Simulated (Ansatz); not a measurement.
Relaxed-ion elastic tensor of Mg (simple hexagonal, P6/mmm) in GPa (Voigt order), plane-wave PAW PBEsol (Ansatz code); density 1.62 g/cm³, 24.99 Å³ per atom.

```
 68.9   24.4    3.9    0.0    0.0    0.0
 24.4   68.9    3.9    0.0    0.0    0.0
  3.9    3.9   58.4    0.0    0.0    0.0
  0.0    0.0    0.0  -13.7    0.0    0.0
  0.0    0.0    0.0    0.0  -13.7    0.0
  0.0    0.0    0.0    0.0    0.0   22.3
```

Task: Is the crystal mechanically stable?

Result: No: the smallest eigenvalue of C is -13.7 GPa.

The workflow started from a Materials Project entry (that database holds measured and hypothetical structures alike); the Crystallography Open Database copy checked does not list it. It is not the phase usual at ambient conditions (space group No. 194). The cell was relaxed with PBEsol under the symmetry of its start. At this level the phase is dynamically unstable (imaginary phonons). As this level gives no gap, shear constants depend on the k-mesh and smearing (Fermi–Dirac, 0.1 eV here).

Potentials: the earlier of the program's two PAW sets. The files were generated under PBE; for other functionals the program regenerates the frozen cores, and for LDA and PBEsol the local potential too.
